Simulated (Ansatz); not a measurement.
Total density of states per atom from DFT-PBEsol in the program Ansatz with PAW potentials, in 0.25 eV bins, energy from the Fermi level:

```
E (eV) | states/eV/atom
    -7.85 | ########### 0.32
    -7.60 | ######## 0.24
    -7.35 | ###### 0.18
    -7.10 | ##### 0.15
    -6.85 | #### 0.12
    -6.60 | ### 0.09
    -6.35 | ## 0.07
    -6.10 | ## 0.06
    -5.85 | # 0.04
    -5.60 | ### 0.09
    -5.35 | ######### 0.27
    -5.10 | ############ 0.36
    -4.85 | ############# 0.38
    -4.60 | ############## 0.40
    -4.35 | ############### 0.46
    -4.10 | ################## 0.52
    -3.85 | ##################### 0.62
    -3.60 | ######################### 0.75
    -3.35 | ######################### 0.74
    -3.10 | ######################### 0.73
    -2.85 | ######################## 0.72
    -2.60 | ######################## 0.72
    -2.35 | ######################### 0.73
    -2.10 | ######################## 0.72
    -1.85 | ######################### 0.74
    -1.60 | ######################## 0.70
    -1.35 | #################### 0.60
    -1.10 | ################### 0.57
    -0.85 | ################### 0.56
    -0.60 | ############## 0.41
    -0.35 | ######## 0.23
    -0.10 | ## 0.05
     0.15 | ##### 0.14
     0.40 | #################### 0.58
     0.65 | ########################## 0.77
     0.90 | ####################### 0.67
     1.15 | #################### 0.58
     1.40 | ################### 0.56
     1.65 | #################### 0.59
     1.90 | ######################## 0.70
     2.15 | ############################## 0.89
     2.40 | ########################### 0.80
     2.65 | ################## 0.52
     2.90 | ################### 0.55
     3.15 | ####################### 0.69
     3.40 | ########################## 0.78
     3.65 | #################### 0.61
     3.90 | ################# 0.51
     4.15 | ######################### 0.73
     4.40 | ############################## 0.87
     4.65 | ############################ 0.82
```

Which of these materials gives this?
(A) Sb, A7 (α-As type)
(B) GaSb, P6_422 (Ga on 3c, Sb on 3d)
(C) In3GaSbAs3, Pmm2 (Pearson symbol oP8)
(D) InSb, NiAs type

A, Sb, A7 (α-As type). Within 0.5 eV of the Fermi level: Sb 5p 83 %, Sb 5s 13 %. Projections are on Löwdin-orthogonalised atomic valence shells; empty p or d shells of many metals are not among them.

Space group R-3m (A7 (α-As type)). The cell was relaxed with PBEsol under the symmetry of its start. Scalar-relativistic: spin–orbit coupling is off unless named, which matters more the heavier the elements.

Potentials: the earlier of the program's two PAW sets. The files were generated under PBE; for other functionals the program regenerates the frozen cores, and for LDA and PBEsol the local potential too.
